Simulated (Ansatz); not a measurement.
An elastic tensor (GPa, Voigt order, standard axes) from the program Ansatz at the LDA level (PAW):

```
      1     2     3     4     5     6
-  ----  ----  ----  ----  ----  ----
1   185  85.8  81.1   0.0   0.0   0.0
2  85.8   185  81.1   0.0   0.0   0.0
3  81.1  81.1   216   0.0   0.0   0.0
4   0.0   0.0   0.0  44.3   0.0   0.0
5   0.0   0.0   0.0   0.0  44.3   0.0
6   0.0   0.0   0.0   0.0   0.0  49.7
```

Question: Which of these materials gives this?
A) Mg, hcp (Mg type)
B) Hf, hcp (Mg type)
C) Co, hcp (Mg type)

Answer: B, Hf, hcp (Mg type)

Space group P6_3/mmc (hcp (Mg type)). The LDA relaxation kept the symmetry of its start. No spin polarisation was allowed. As this level gives no gap, shear constants depend on the k-mesh and smearing (Fermi–Dirac, 0.1 eV here). On the denser mesh and wider smearing of the elastic run this cell carries a stress of 0.3 GPa. Scalar-relativistic: spin–orbit coupling is off unless named, which matters more the heavier the elements.

Potentials: the later of the program's two PAW sets.
